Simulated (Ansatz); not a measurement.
# Computed properties of TiO₂ (rutile)

What experiment reports for this phase, and the runs try to reproduce:
- lattice constant a: 4.592 Å (a at 300 K; 300 K; powder; source and technique of the experimental lattice data not stated; quoted in “Phonon quarticity induced by changes in phonon-tracked hybridization during lattice expansion and its stabilization of rutile TiO₂”, 2015, arxiv:1502.04667)
- lattice constant c: 2.958 Å (c at 300 K; 300 K; powder; source and technique of the experimental lattice data not stated; quoted in “Phonon quarticity induced by changes in phonon-tracked hybridization during lattice expansion and its stabilization of rutile TiO₂”, 2015, arxiv:1502.04667)
- band gap: 3.05 eV (band gap; Literature gap; measurement temperature and type of gap (optical or fundamental) not stated; quoted in “Hydrogen related defects in titanium dioxide at the interface to palladium”, 2021, arxiv:2112.05953)
- band gap: 3.03 eV (experimental band gap, quoted; literature value quoted in passing in the theory discussion; measurement method and temperature not stated; quoted in “Polaron-induced phonon localization and stiffening in rutile TiO₂”, 2016, arxiv:1612.05679)

The calculated numbers come from Ansatz 0.2.0. Spin-unpolarised throughout.

The cell is TiO₂ (rutile); cell and atoms were relaxed with r2SCAN. It is tetragonal, P4_2/mnm (No. 136); a = 4.597 Å, c = 2.953 Å in the conventional setting, 10.40 Å³ an atom. Ti has 6 O at 1.95–1.98 Å and 2 Ti at 2.95 Å; O has 3 Ti at 1.95–1.98 Å.

Relaxed lattice by functional, symmetry kept:
```csv
functional,k mesh,a (Å),c (Å),volume (Å³/atom)
PBE,4×4×6,4.643,2.964,10.65
r2SCAN,6×6×8,4.597,2.953,10.40
```

Band edges at fixed r2SCAN geometry:
```json
{"level": "PBE", "k mesh": "6×6×8", "gap (eV)": "1.89", "kind": "direct", "edges": "Γ", "least direct gap (eV)": "1.89"}
{"level": "r2SCAN", "k mesh": "6×6×8", "gap (eV)": "2.22", "kind": "direct", "edges": "Γ", "least direct gap (eV)": "2.22"}
{"level": "HSE06", "k mesh": "4×4×6", "gap (eV)": "3.38", "kind": "direct", "edges": "Γ", "least direct gap (eV)": "3.38"}
{"level": "PBE0", "k mesh": "4×4×6", "gap (eV)": "4.14", "kind": "direct", "edges": "Γ", "least direct gap (eV)": "4.14"}
```
PBE: smearing of 0.02 eV; the others have fixed occupations.
Wave cutoffs: 420 eV, 500 eV (r2SCAN).

HSE06 gives a direct gap of 3.38 eV at Γ. A second conduction valley, at M, lies only 23 meV higher, so their order isn't settled.

r2SCAN covers 22 % of the step from PBE to HSE06. All these functionals give a gap of the same kind, direct.

r2SCAN (ground state on 4×4×8): The clamped-ion dielectric constant comes out as 6.58 along x and y, 7.82 along z. Born charges, averaged over directions: Ti +6.61, O -3.30 e.

Set against measured values:
- Lattice constant a, measured 4.592 Å: PBE 4.643 (+1.1 %), r2SCAN 4.597 (+0.1 %).
- Lattice constant c, measured 2.958 Å: PBE 2.964 (+0.2 %), r2SCAN 2.953 (-0.2 %).
- Gap, measured 3.05 eV, the middle of 3 reports from 3.03 to 3.05 eV: PBE 1.89 (-1.16), r2SCAN 2.22 (-0.83), HSE06 3.38 (+0.33), PBE0 4.14 (+1.09) eV.
The calculated lattice is static; the measured one holds thermal expansion and zero-point motion. Measured gaps include zero-point and thermal shifts, optical ones also the exciton binding, and spin-orbit coupling, which these levels lack. Reports marked as nanostructured, strained, doped, implanted or mixed samples, and transport gaps, were set aside.

The meshes of the hybrids are coarse, so their gaps aren't converged to the digits shown.
